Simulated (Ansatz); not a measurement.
# Kick test of a cell of NiGe3O4

It was reached by relaxing an invented guess, and it needn't be the stable form of this composition.

All numbers below come from Ansatz 0.2.0, DFT PBE, scalar-relativistic, plane waves, PAW. Plane waves to 420 eV, a k mesh through Γ of 6×6×8 on the computed 8-atom cell and Gaussian smearing (0.10 eV); no spin polarisation.

The cell below (8 atoms, space group P4mm (No. 99)) is relaxed within its symmetry.

```xyz
8
Lattice="5.1425 0.0000 0.0000 0.0000 5.1425 0.0000 0.0000 0.0000 4.6879" Properties=species:S:1:pos:R:3 pbc="T T T"
Ni    0.0000    0.0000    0.3418
Ge    2.5712    0.0000    3.6958
Ge    2.5712    2.5712    1.1765
Ge    0.0000    2.5712    3.6958
O     1.2984    3.8441    0.0696
O     3.8441    1.2984    0.0696
O     3.8441    3.8441    0.0696
O     1.2984    1.2984    0.0696
```

For the test it was strained at random (σ = 1.5 % a component), the atoms were moved at random (σ = 0.15 Å), and all was relaxed again on a coarse 6×4×4 mesh (in the run’s order of axes) with 0.20 eV smearing, with no symmetry imposed.

No dispersion correction is applied, so the spacing and binding between layers, chains or molecules are poorly described. No Hubbard U is applied to the 3d shell of Ni. Trial moments died out on the coarse mesh, so the last step has no spin; another magnetic start might hold.

Problem. Does it come back?

Solution. It doesn't return. The energy falls by 63 meV/atom on that mesh, the volume changes by 7.8 %, and the end has space group P1 (No. 1) at a loose tolerance. Relaxed again on an 8×8×8 mesh with 0.02 eV smearing, the new structure lies 64 meV/atom below the first (mesh in the axes of the run's cell; the cell below is made exact in the group named). Space group P1 (No. 1), triclinic, a = 4.840 Å, b = 5.289 Å, c = 5.315 Å, α = 93.1°, β = 94.8°, γ = 98.4°. Ni is surrounded by 4 O at 1.87–1.89 Å; Ge on its first site has 3 O at 1.89–1.93 Å; Ge on its second site is surrounded by 2 O at 1.89–1.90 Å; O on its first site is surrounded by 1 Ni at 1.88 Å, 1 Ge at 1.89 Å and 1 Ge at 2.03 Å; 4 more sites not described.

```xyz
8
Lattice="4.8401 0.0000 0.0000 -0.7753 5.2321 0.0000 -0.4457 -0.3538 5.2847" Properties=species:S:1:pos:R:3 pbc="T T T"
Ni    4.6551    0.0144    0.1483
Ge    0.3005    2.1859    5.1351
Ge    2.8315    2.4650    1.8874
Ge    0.0760    4.7247    2.9877
O    -0.8056    3.4892    4.3310
O     4.2926    1.6677    0.9914
O    -0.2413    0.7538    3.9690
O     3.5614    4.2124    1.6889
```
